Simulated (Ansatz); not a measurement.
**Sr2CdSe2O6: relaxation (Ansatz)**

Launch command:

```bash
ansatz run input.yaml --threads 2 --pin off --max-ram 3584MiB --backend cpu --events-out ev --progress --plain --runs-dir out
```

Input:

```yaml
crystal:
  lattice:
    - [5.634891, 0.0, 0.0]
    - [-2.817446, 4.879959, 0.0]
    - [0.0, -3.253303, 6.246792]
  atoms:
    - { symbol: Sr, position: [0.80396, 0.60782, 0.41178] }
    - { symbol: Sr, position: [0.19604, 0.39218, 0.58822] }
    - { symbol: Cd, position: [0.0, 0.0, 0.0] }
    - { symbol: Se, position: [0.624, 0.2479, 0.8719] }
    - { symbol: Se, position: [0.376, 0.7521, 0.1281] }
    - { symbol: O, position: [0.74196, 0.01822, 0.76018] }
    - { symbol: O, position: [0.74196, 0.48392, 0.76018] }
    - { symbol: O, position: [0.27626, 0.01822, 0.76018] }
    - { symbol: O, position: [0.25804, 0.98178, 0.23982] }
    - { symbol: O, position: [0.72374, 0.98178, 0.23982] }
    - { symbol: O, position: [0.25804, 0.51608, 0.23982] }
  symmetry: { tolerance: 0.0003 }
kpoints:
  mp_grid: { grid: [5, 5, 5], shift: [0, 0, 0] }
magnetization:
  spin_polarized: false
scf:
  occupations: { method: cold, width: 0.1645 }
  lower_state_search: "off"
hamiltonian:
  pseudopotentials: { kind: paw }
  xc: r2scan
basis:
  ecutwfc: 500
  fft_grid_basis: typed
relax:
  max_steps: 60
  cell: { p_target: 0.0 }
  f_tol: 0.03
output:
  forces: true
  stress: true
  eigenvalues: true
  bader: true
  populations: true
  elf: true
  write_potential: true
  volumetric_format: npy
  dos:
    e_range: [-12, 8]
    de: 0.05
    projected: { site_lists: { Cd: [Cd], O: [O], Se: [Se], Sr: [Sr] } }
checkpoint:
  read: saved_state
```

Origin of the cell: a known structure type with other elements, at an estimated volume, so it need not be a known compound.

The saved state is a converged single point of the same cell.

Steps («new basis» is an SCF on plane waves selected anew at the same cell):

```tsv
step	ΔF (meV/atom)	max force component (eV/Å)	P (GPa)	volume (Å³)	SCF iterations	step was
1	0.0	5.498	8.20	171.77	7	accepted
2	-192.9	2.672	2.67	163.33	10	accepted
3	-229.7	0.674	2.68	151.96	9	accepted
4	-251.8	0.276	-0.38	158.02	9	accepted
5	-253.1	0.102	-0.51	158.04	8	accepted
6	-253.3	0.045	-0.25	157.63	7	accepted
7	-253.4	0.023	-0.05	157.34	6	accepted
8	-253.4	0.002	-0.01	157.22	8	accepted
9	-252.8	0.002	0.00	157.22	8	new basis
```

The starting structure.

Space group R-3m (No. 166); the run's cell has a = 5.635 Å, b = 5.635 Å, c = 7.043 Å, α = 113.58°, β = 90.00°, γ = 120.00°. Shortest distances: O–Se 1.67 Å, Cd–O 2.29 Å, O–O 2.62 Å, O–Sr 2.79 Å, Cd–Se 3.35 Å, Se–Sr 3.37 Å.

The relaxed structure.

Space group R-3m (No. 166); the run's cell has a = 5.458 Å, b = 5.458 Å, c = 6.860 Å, α = 113.44°, β = 90.00°, γ = 120.00°. Shortest distances: O–Se 1.78 Å, Cd–O 2.36 Å, O–Sr 2.63 Å, O–O 2.66 Å, Se–Sr 3.12 Å, Cd–Se 3.26 Å.

```yaml
crystal:
  lattice:
    - [5.45811, 0.00000, 0.00000]
    - [-2.72906, 4.72686, 0.00000]
    - [0.00000, -3.15124, 6.09382]
  atoms:
    - { symbol: Sr, position: [0.79193, 0.58385, 0.37578] }
    - { symbol: Sr, position: [0.20807, 0.41615, 0.62422] }
    - { symbol: Cd, position: [0.00000, 0.00000, 0.00000] }
    - { symbol: Se, position: [0.62112, 0.24225, 0.86337] }
    - { symbol: Se, position: [0.37888, 0.75775, 0.13663] }
    - { symbol: O, position: [0.73500, 0.98192, 0.71692] }
    - { symbol: O, position: [0.73500, 0.47000, 0.71692] }
    - { symbol: O, position: [0.24692, 0.98192, 0.71692] }
    - { symbol: O, position: [0.26500, 0.01808, 0.28308] }
    - { symbol: O, position: [0.75308, 0.01808, 0.28308] }
    - { symbol: O, position: [0.26500, 0.53000, 0.28308] }
```

```yaml
Free_energy_lowered_by: 252.8 meV/atom
Volume_change: -8.47 %
Final_pressure: 0.00 GPa
Relaxation_steps_listed: 9
```

Caveats: no spin, though holes on the anions or broken bonds may carry moments; the given cell is far from equilibrium, with atoms too close or a volume far off; the k mesh is coarse if the cell is a metal; the relaxation held the start's symmetry, so the end may be a saddle point; wide smearing.

Time: 2.9 min on 2 threads of Arm Neoverse V2, on a shared host, peak memory 1.2 GiB, from a saved density.
